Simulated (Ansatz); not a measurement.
With DFT-PBE in the program Ansatz with PAW potentials, AlC$_{2}$N in the trigonal phase (R3m; Al on 3a, N on 3a, C on 3a, C on 3a) relaxes to a = 2.978 Å, c = 14.384 Å. Al has 4 nearest neighbours from 1.90 Å (tetrahedral); N has 4 nearest neighbours from 1.86 Å (tetrahedral). Its formation energy from the elements is 0.91 eV/atom, with no fitted shifts.

Electronic character: metallic (no gap).

The start of the workflow was typed in or built on a structure type; neither database checked (COD, Materials Project) lists it. Its standing as an ambient phase is unchecked. The cell was relaxed with PBE under the symmetry of its start; its stability against distortions is not shown here. Its formation energy is positive at this level, so the cell may be metastable or incomplete. The references are the lowest solids computed at this level, not always the standard phases (solids in place of the gases).

Potentials: the earlier of the program's two PAW sets.
